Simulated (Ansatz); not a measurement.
Relaxed-ion elastic tensor of In₂O₃ (bixbyite, Ia-3) in GPa (Voigt order), the program Ansatz at the LDA level (PAW); density 7.24 g/cm³, 12.73 Å³ per atom.

|  | 1 | 2 | 3 | 4 | 5 | 6 |
|---|---|---|---|---|---|---|
| 1 | 257 | 133 | 133 | 0.0 | 0.0 | 0.0 |
| 2 | 133 | 257 | 133 | 0.0 | 0.0 | 0.0 |
| 3 | 133 | 133 | 257 | 0.0 | 0.0 | 0.0 |
| 4 | 0.0 | 0.0 | 0.0 | 64.6 | 0.0 | 0.0 |
| 5 | 0.0 | 0.0 | 0.0 | 0.0 | 64.6 | 0.0 |
| 6 | 0.0 | 0.0 | 0.0 | 0.0 | 0.0 | 64.6 |

Problem. Is the crystal mechanically stable?

Solution. Yes: the smallest eigenvalue of C is 64.6 GPa.

Problem. Work out the Voigt, Reuss and Hill averages.

Solution. K_V = 174, K_R = 174, K_H = 174; G_V = 63.6, G_R = 63.6, G_H = 63.6 GPa.

Problem. Give Young's modulus, Poisson's ratio, Pugh's ratio and the universal anisotropy index.

Solution. E = 9KG/(3K + G) = 170 GPa; ν = 0.34; K/G = 2.74 (ductile by the Pugh limit of 1.75); A_U = 5G_V/G_R + K_V/K_R − 6 = 0.00.

Problem. Estimate the sound speeds and the Debye temperature.

Solution. v_l = √((K + 4G/3)/ρ) = 5980 m/s, v_t = √(G/ρ) = 2960 m/s, mean 3330 m/s; Θ = (h/k)(3n/4πV)^(1/3) v_m = 424 K.

Problem. Give the Zener ratio and Young's modulus along [100], [110] and [111].

Solution. A = 2C44/(C11 − C12) = 1.04; 1/E = S11 − 2(S11 − S12 − S44/2)Γ with Γ = 0, 1/4, 1/3 gives 167, 171, 172 GPa.

Problem. Solve the Christoffel equation for the three sound speeds along [100], [110], [111].

Solution. Eigenvalues of C_ijkl n_j n_l equal ρv². In km/s, slowest first: [100] 2.99, 2.99, 5.96; [110] 2.93, 2.99, 5.98; [111] 2.95, 2.95, 5.99.

Symmetry was held in the LDA relaxation.

Potentials: the later of the program's two PAW sets.
